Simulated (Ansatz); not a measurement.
Input:

SrO (rock salt, Fm-3m), a = b = c = 5.0647 Å, α = β = γ = 90.00°; the cell used has 2 atoms.

This is the LDA-relaxed structure.

All from DFT-LDA in the program Ansatz with PAW potentials, unless another level is named. Predict the electron effective mass.

0.38, 0.38, 1.2 mₑ (principal values).

And the formation energy from the elements (no fitted shifts)?

-2.93 eV/atom.

Predict the hole effective mass, band 3 of 3 at the edge.

0.30 along [100], 0.42 along [110], 0.48 along [111] (mₑ).

Symmetry was held in the LDA relaxation. The references are the lowest solids computed at this level, not always the standard phases (solids in place of the gases). Spin–orbit coupling is left out wherever it is not named.

Potentials: the earlier of the program's two PAW sets. The files were generated under PBE; for other functionals the program regenerates the frozen cores, and for LDA and PBEsol the local potential too.

Edges and masses are those of Kohn–Sham bands, whose gap is no quasiparticle gap.
